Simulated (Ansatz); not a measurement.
RbLuS2 in space group R-3m (No. 166; Lu on 3b, S on 6c, Rb on 3a), r²SCAN in the plane-wave PAW code Ansatz, all energies at zero smearing, with the estimated change up to a 700 eV cutoff added, with one set of potentials and settings (totals compare only within such a set). Cell of 4 atoms (1 Lu, 2 S, 1 Rb): -19841.775 eV.

```json
[
 {"element": "Lu", "reference phase": "P6_3/mmc, 2 atoms in the cell", "E (eV/atom)": "-14743.6978"},
 {"element": "S", "reference phase": "P2/c, 32 atoms in the cell", "E (eV/atom)": "-905.8156"},
 {"element": "Rb", "reference phase": "Cmcm, 2 atoms in the cell", "E (eV/atom)": "-3278.0015"}
]
```

Formation energy per atom, worked out: (-19841.775 − 1×(-14743.6978) − 2×(-905.8156) − 1×(-3278.0015))/4 = -2.111 eV/atom (-204 kJ per mol of atoms), at 0 K, without zero-point energy or fitted corrections.

The workflow started from an entry of the Crystallography Open Database (COD, 293 K). Whether it is the stable phase at ambient conditions was not checked. The r²SCAN relaxation kept the symmetry of its start; whether a distortion lowers the energy is not shown. The references are the lowest solids computed at this level, not always the standard phases. Scalar-relativistic: spin–orbit coupling is off unless named, which matters more the heavier the elements.

Potentials: the later of the program's two PAW sets.
